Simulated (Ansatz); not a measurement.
Starting cell, BaTiO3 (cubic perovskite):

```
CELL_PARAMETERS angstrom
      3.99442     0.00000     0.00000
      0.00000     3.99442     0.00000
      0.00000     0.00000     3.99442
ATOMIC_POSITIONS crystal
  Ba 0.00000 0.00000 0.00000
  Ti 0.50000 0.50000 0.50000
  O  0.00000 0.50000 0.50000
  O  0.50000 0.50000 0.00000
  O  0.50000 0.00000 0.50000
```

In each cell atom 5 (O, nearest neighbour Ti at 1.997 Å; its periodic images, 4.0 Å or more away, move with it) moves by s·(0.000, -1.000, 0.000) (towards the nearest neighbour), the rest being held.

The numbers are results of r2SCAN (plane waves to 500 eV, PAW, scalar-relativistic; Ansatz, an electronic-structure program), not measurements. k mesh 7×7×7 (Γ-centred), Fermi-Dirac smearing 0.05 eV. The energy includes the smearing's −TS. BaTiO3 is run without spin polarisation. BaTiO3 was relaxed with its symmetry unable to fall. The PAW data are Ansatz's earlier set. This is a high-temperature form of BaTiO3. ΔE is measured from the undisplaced structure.

| s (Å) | ΔE (meV/cell) |
|---|---|
| -0.200 | withheld |
| -0.160 | 78.3 |
| -0.120 | 40.5 |
| -0.080 | 16.9 |
| -0.040 | 4.0 |
| 0.000 | 0.0 |
| 0.040 | 4.0 |
| 0.080 | 16.9 |
| 0.120 | 40.5 |
| 0.160 | 78.3 |
| 0.200 | withheld |

Q: Fit an even polynomial form (powers 2, 4) to the given rows and predict ΔE at s = -0.200.

A: Least squares on the 9 given rows: ΔE = (2497)·s² + (21940)·s⁴, in meV/cell with s in Å; root-mean-square residual 0.03 meV/cell. At -0.200 the fit gives 135.0 meV/cell; the calculation gives 134.8 meV/cell, so the extrapolation is off by 0.2 (+0.1 %). The quadratic term alone would give 99.9 meV/cell.

(A displaced cell: forces are minus the slopes of the energy, force constants its curvatures, and phonons follow from these.)
